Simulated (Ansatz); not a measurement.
Cu$_{3}$O: computed properties

Computed with Ansatz 0.2.0, DFT PBE, scalar-relativistic, plane waves, PAW.

Cutoff 420 eV; k points 14×14×14 on the computed 4-atom cell (Γ-centred); Gaussian smearing, width 0.10 eV; no spin polarisation.

The structure is relaxed at this level of theory with its symmetry kept, and needn't be the ground state of this composition.

```xyz
4
Lattice="-2.3153 2.3153 2.3153 2.3153 -2.3153 2.3153 2.3153 2.3153 -2.3153" Properties=species:S:1:pos:R:3 pbc="T T T"
Cu    2.3153    0.0000    0.0000
Cu    0.0000    2.3153    0.0000
Cu    0.0000    0.0000    2.3153
O     0.0000    0.0000    0.0000
```

| Quantity | Value |
| --- | --- |
| Space group | Im-3m (No. 229) |
| Volume per atom | 12.41 Å³ |
| Formation energy from the elements' standard states (uncorrected) | +0.419 eV/atom |
| Kohn–Sham band gap | none (metal) |
| Density of states at the Fermi level | 1.3 states/eV per cell |
| Orbital (Löwdin) character within 0.5 eV of the Fermi level | Cu 3d 35 %, Cu 4s 30 %, O 2p 29 % |
| Bader charge by site (e) | Cu (3 in the cell) 0.31, O (1 in the cell) -0.93 |

A magnetic start lost its moments in a first run, so spin was left out; other magnetic orders weren't tried.

Another cell of Cu3O relaxed alike, in Pm-3m, lies 222 meV/atom lower, so this cell isn't the stable form at this level.

The cell was found from a structure generator's guess, not taken from experiment. Löwdin shares on free-atom orbitals overweight diffuse shells.
